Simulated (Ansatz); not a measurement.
SiRh2 in space group Pnma (No. 62; Si on 4c, Rh on 4c, Rh on 4c) under volume change, PBEsol in the plane-wave PAW code Ansatz, shape and atoms relaxed at each volume.

| V (Å³/atom) | E − E(relaxed) (meV/atom) | P (GPa) |
|---|---|---|
| 11.783 | 99.7 | 30.18 |
| 12.171 | 41.5 | 18.24 |
| 12.560 | 9.7 | 8.28 |
| 12.948 | 0.0 | 0.00 |
| 13.337 | 8.6 | -6.85 |
| 13.725 | 32.2 | -12.42 |
| 14.114 | 68.0 | -17.01 |

What does a third-order Birch–Murnaghan fit give for V₀, B₀ and B′?

V₀ = 12.95 Å³/atom, B₀ = 249 GPa, B′ = 5.3.

The workflow started from a Materials Project entry (that database holds measured and hypothetical structures alike); the Crystallography Open Database copy checked does not list it. Its standing as an ambient phase is unchecked. Symmetry was held in the PBEsol relaxation; its stability against distortions is not shown here. No spin polarisation was allowed.

Potentials: the later of the program's two PAW sets.
